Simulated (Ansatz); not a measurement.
Values for one crystal, relaxed and computed with PBEsol in the plane-wave PAW code Ansatz; other levels are named.

```yaml
volume_per_atom: 13.81 Å³
band_gap: 1.39 eV (indirect)
hole_effective_mass: 0.42, 0.77, 1.5 mₑ (principal values)
electron_effective_mass: 0.50, 0.57, 0.57 mₑ (principal values)
smallest_direct_gap_on_the_standard_path: 2.22 eV
conduction_band_minimum: at Z
zone_centre_stability: unstable, softest mode 223i cm⁻¹
```

### Question
Which of these materials gives this?
A) MgO, Pm-3n (Mg on 6c, O on 6d)
B) ZrGeO3, P4mm (Zr on 1b, Ge on 1a, O on 2c, O on 1b)
C) V2Cu2O7, Fdd2 (Pearson symbol oF88)
D) MgZnO2, P3m1 (Mg on 1b, Zn on 1c, O on 1b, O on 1c)

### Answer
B, ZrGeO3, P4mm (Zr on 1b, Ge on 1a, O on 2c, O on 1b)

The start of the workflow was typed in or built on a structure type; neither database checked (COD, Materials Project) lists it. Whether it is the stable phase at ambient conditions was not checked. Symmetry was held in the PBEsol relaxation. No spin polarisation was allowed. Spin–orbit coupling is left out wherever it is not named.

Potentials: the later of the program's two PAW sets.
